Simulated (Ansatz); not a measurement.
CoW in space group Cmcm (No. 63; W on 4c, Co on 4c), PBEsol in the plane-wave PAW code Ansatz, all energies at zero smearing, with the estimated change up to a 700 eV cutoff added, with one set of potentials and settings (totals compare only within such a set). Cell of 4 atoms (2 W, 2 Co): -30700.883 eV.

```csv
element,reference phase,E (eV/atom)
W,"Im-3m, 1 atoms in the cell",-10257.5790
Co,"P6_3/mmc, 2 atoms in the cell, spin-polarised",-5093.0002
```

Formation energy per atom, worked out: (-30700.883 − 2×(-10257.5790) − 2×(-5093.0002))/4 = 0.069 eV/atom (7 kJ per mol of atoms), at 0 K, without zero-point energy or fitted corrections.

The start of the workflow was typed in or built on a structure type; neither database checked (COD, Materials Project) lists it. Whether it is the stable phase at ambient conditions was not checked. The PBEsol relaxation kept the symmetry of its start; whether a distortion lowers the energy is not shown. The workflow began spin-polarised and lost its moments. The references are the lowest solids computed at this level, not always the standard phases. Spin–orbit coupling is left out wherever it is not named.

Potentials: the earlier of the program's two PAW sets. The files were generated under PBE; for other functionals the program regenerates the frozen cores, and for LDA and PBEsol the local potential too.
